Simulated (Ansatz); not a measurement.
Given:

MgInGaO$_{4}$:
```cif
data_GaInMgO4
_chemical_formula_sum 'In1 Ga1 Mg1 O4'
_space_group_name_H-M_alt 'P 1'
_space_group_IT_number 1
_cell_length_a 8.64567
_cell_length_b 8.64567
_cell_length_c 8.64567
_cell_angle_alpha 22.257
_cell_angle_beta 22.257
_cell_angle_gamma 22.257
loop_
_space_group_symop_operation_xyz
  'x, y, z'
loop_
_atom_site_label
_atom_site_type_symbol
_atom_site_fract_x
_atom_site_fract_y
_atom_site_fract_z
_atom_site_occupancy
In1 In 0.99799 0.99799 0.99799 1
Ga1 Ga 0.21233 0.21233 0.21233 1
Mg1 Mg 0.78439 0.78439 0.78439 1
O1 O 0.13515 0.13515 0.13515 1
O2 O 0.87616 0.87616 0.87616 1
O3 O 0.28841 0.28841 0.28841 1
O4 O 0.70557 0.70557 0.70557 1
```

This is the r²SCAN-relaxed structure.

All from plane-wave PAW r²SCAN (Ansatz code), unless another level is named. Estimate the hole effective mass.

1.3, 4.0, 18 mₑ (principal values).

What about the band gap?

2.76 eV (indirect).

Give the electron effective mass.

0.27 mₑ (isotropic).

What about the smallest direct gap on the standard path?

2.90 eV.

Next, the weight of the valence-edge state by species (Voronoi cells)?

O 94 %, In 3 %.

Space group R3m. The cell is a constructed one: a structure type filled with these elements; neither database checked (COD, Materials Project) lists it. Its standing as an ambient phase is unchecked. The cell was relaxed with r²SCAN under the symmetry of its start; its stability against distortions is not shown here. Scalar-relativistic: spin–orbit coupling is off unless named, which matters more the heavier the elements.

Potentials: the earlier of the program's two PAW sets.
